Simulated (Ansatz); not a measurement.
## What strain does to CdGeAs2 (I-42d)

CdGeAs2 (I-42d) from a database of computed structures, relaxed with r2SCAN in the PAW code Ansatz. The symmetry is I-42d (No. 122, tetragonal); conventional cell a = 5.980 Å, c = 11.304 Å, 25.27 Å³ an atom. Cd has 4 As at 2.65 Å; Ge has 4 As at 2.45 Å; As has 2 Ge at 2.45 Å and 2 Cd at 2.65 Å.

The axes x, y and z are those of this cell:
```
Cd Ge As
1.0
    -2.99010    2.99010    5.65191
     2.99010   -2.99010    5.65191
     2.99010    2.99010   -5.65191
Cd Ge As
2 2 4
Cartesian
  2.9901 0.0000 2.8260
  0.0000 0.0000 5.6519
  0.0000 0.0000 0.0000
  0.0000 2.9901 2.8260
  1.3236 4.4852 1.4130
  1.4951 1.6665 4.2389
  1.6665 -1.4951 7.0649
  1.4951 1.3236 -1.4130
```

Unstrained: The HSE06 gap is direct at Γ: 0.447 eV. Meshes: HSE06 4×4×4. Strains are changes of length per length. After each strain the atoms were relaxed again with r2SCAN in this cell and within any symmetry left, so distortions that break it or need a larger cell weren't tested; points keep the names that they have in the unstrained zone. The values are computed, spin-unpolarised, and not measurements.

Changes of the least gap in eV (an overlap counts as a negative gap):
```csv
strain,volume change (%),space group,HSE06
"epitaxial -3.0 % in the xy plane, free normal strain +3.40 %",-2.7,I-42d,+0.204
"epitaxial -2.0 % in the xy plane, free normal strain +2.28 %",-1.8,I-42d,+0.190
"epitaxial -1.0 % in the xy plane, free normal strain +1.14 %",-0.9,I-42d,+0.095
"epitaxial +1.0 % in the xy plane, free normal strain -1.24 %",+0.7,I-42d,-0.091
"epitaxial +2.0 % in the xy plane, free normal strain -2.46 %",+1.5,I-42d,-0.184
"epitaxial +3.0 % in the xy plane, free normal strain -3.75 %",+2.1,I-42d,-0.275
```

Epitaxial -3.0 % in the xy plane, free normal strain +3.40 %. HSE06: the gap goes from 0.447 to 0.651 eV (+0.204 eV); with HSE06 the top three valence levels at Γ, grouped 1+2 from the top over 239 meV, become 2+1 over 80 meV.

Epitaxial -2.0 % in the xy plane, free normal strain +2.28 %. HSE06: the gap goes from 0.447 to 0.637 eV (+0.190 eV); with HSE06 the top three valence levels at Γ, grouped 1+2 from the top over 239 meV, become 1+2 over 33 meV.

Epitaxial -1.0 % in the xy plane, free normal strain +1.14 %. HSE06: the gap goes from 0.447 to 0.543 eV (+0.095 eV); with HSE06 the top three valence levels at Γ, grouped 1+2 from the top over 239 meV, become 1+2 over 140 meV.

Epitaxial +1.0 % in the xy plane, free normal strain -1.24 %. HSE06: the gap goes from 0.447 to 0.356 eV (-0.091 eV); with HSE06 the top three valence levels at Γ, grouped 1+2 from the top over 239 meV, become 1+2 over 335 meV.

Epitaxial +2.0 % in the xy plane, free normal strain -2.46 %. HSE06: the gap goes from 0.447 to 0.264 eV (-0.184 eV); with HSE06 the top three valence levels at Γ, grouped 1+2 from the top over 239 meV, become 1+2 over 424 meV.

Epitaxial +3.0 % in the xy plane, free normal strain -3.75 %. HSE06: the gap goes from 0.447 to 0.173 eV (-0.275 eV); with HSE06 the top three valence levels at Γ, grouped 1+2 from the top over 239 meV, become 1+2 over 510 meV.

Spin-orbit coupling is left out.

The splittings at Γ are without spin-orbit coupling, which is tenths of an eV in such compounds, regroups them and changes the shifts of the gap.
